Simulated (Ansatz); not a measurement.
Input:

A bilayer cut from bulk WS$_{2}$ (2H-MoS2 type, space group P6_3/mmc), in the bulk's stacking and in-plane cell, with 15 Å of vacuum. The upper layer (atoms 4 to 6) slides over the lower.

```
CELL_PARAMETERS angstrom
      3.16997     0.00000     0.00000
      1.58498     2.74527     0.00000
      0.00000     0.00000    24.37137
ATOMIC_POSITIONS crystal
  S  0.33333 0.33333 0.30774
  W  0.66667 0.66667 0.37186
  S  0.33333 0.33333 0.43598
  S  0.66667 0.66667 0.56402
  W  0.33333 0.33333 0.62814
  S  0.66667 0.66667 0.69226
```

In-plane vectors a = (3.170, 0.000) Å, b = (1.585, 2.745) Å, area 8.70 Å². The shift is s times the vector a (length 3.170 Å), so s = 1 restores the start. Atoms relax along the normal only. γ = [E(shift) − E(0)] / area.

These are r2SCAN+rVV10 (plane waves to 500 eV, PAW, scalar-relativistic; Ansatz, a program for electronic structure) values and carry that method's errors. k mesh 12×12×1 (Γ-centred), Fermi-Dirac smearing 0.05 eV. E is the zero-smearing estimate. Spin-orbit coupling is left out, though W is heavy. WS2 is run without spin polarisation. WS2 was relaxed with its symmetry unable to fall. The zero of γ is zero shift.

The scan covers s from 0.000 to 0.917 in 12 points.

**Question.** At which s is γ highest?

**Answer.** s = 0.500.

**Question.** Does γ have a local minimum between the ends of the line, and at which s?

**Answer.** No computed point is one.

**Question.** By how much does the gap between the layers widen from the lowest to the highest stacking on this line?

**Answer.** 0.4 Å.

**Question.** What is the highest γ among twelve even steps of s?

**Answer.** 85 mJ/m².

**Question.** Which atoms are eclipsed at s = 0.500?

**Answer.** No atom directly above another.

(The slope of γ gives the shear force per area between the displaced halves; near zero shift its curvature is an elastic stiffness.)
